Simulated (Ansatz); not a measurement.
Values for one crystal, relaxed and computed with r²SCAN in the plane-wave PAW code Ansatz; other levels are named.

| Property | Value |
|---|---|
| Volume per atom | 29.49 Å³ |
| Electronic character | metallic (no gap) |
| Formation energy from the elements (no fitted shifts) | -0.65 eV/atom |
| Density of states at the Fermi level | 0.31 states/eV per atom (mean over ±0.08 eV) |

Which compound is it?
A) TcIr, P-6m2 (Tc on 1a, Ir on 1d)
B) TiNi, P2_1/m (Ti on 2e, Ni on 2e)
C) CaPb, L1₀ or tetragonal B2
D) FeNi, L1₀ or tetragonal B2

C, CaPb, L1₀ or tetragonal B2

Space group P4/mmm (L1₀ or tetragonal B2). The workflow started from a Materials Project entry (that database holds measured and hypothetical structures alike); the Crystallography Open Database copy checked does not list it. With Ca and Pb taken as one species the cell has the higher symmetry I4/mmm, so it may be an ordered model of a mixed-site phase. Its standing as an ambient phase is unchecked. Symmetry was held in the r²SCAN relaxation; its stability against distortions is not shown here. The references are the lowest solids computed at this level, not always the standard phases. Scalar-relativistic: spin–orbit coupling is off unless named, which matters more the heavier the elements.

Potentials: the later of the program's two PAW sets.
